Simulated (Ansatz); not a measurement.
Be2Ru:
```
CELL_PARAMETERS angstrom
      0.00000     3.06101     3.06101
      3.06101     0.00000     3.06101
      3.06101     3.06101     0.00000
ATOMIC_POSITIONS crystal
  Be 0.62500 0.62500 0.62500
  Be 0.12500 0.62500 0.62500
  Be 0.62500 0.12500 0.62500
  Be 0.62500 0.62500 0.12500
  Ru 0.25000 0.25000 0.25000
  Ru 0.00000 0.00000 0.00000
```

Relaxed with PBE. Special points in fractions of this cell's reciprocal vectors: Γ (0.000, 0.000, 0.000); X (0.500, 0.000, 0.500); U (0.625, 0.250, 0.625); K (0.375, 0.375, 0.750); L (0.500, 0.500, 0.500); W (0.500, 0.250, 0.750).

List the band energies nearest the Fermi level at these points for the program Ansatz at the PBE level (PAW).

In eV from the Fermi level; about four levels below and three above (degenerate sets whole), none deeper than 8.9 eV; points with the same levels are listed once.

```json
[
 {"k": "Γ", "below": "-3.56 -3.56 -3.56 -3.28", "above": "0.20 0.20 4.27 4.27 4.27"},
 {"k": "X", "below": "-0.57 -0.57 -0.48 -0.48", "above": "1.51 1.51 7.04 7.04"},
 {"k": "U", "below": "-1.05 -0.76 -0.25 -0.10", "above": "1.84 2.83 6.54"},
 {"k": "L", "below": "-2.15 -2.15 -0.48 -0.48", "above": "0.75 1.84 1.84"},
 {"k": "W", "below": "-0.83 -0.83 -0.67 -0.67", "above": "2.61 2.61 6.37 6.37"}
]
```

Space group Fd-3m (cubic Laves (MgCu2 type)). A made-up cell: these elements were put on the sites of a structure type; neither database checked (COD, Materials Project) lists it. Its standing as an ambient phase is unchecked. The cell was relaxed with PBE under the symmetry of its start; whether a distortion lowers the energy is not shown. No spin polarisation was allowed. Scalar-relativistic: spin–orbit coupling is off unless named, which matters more the heavier the elements.

Potentials: the earlier of the program's two PAW sets.
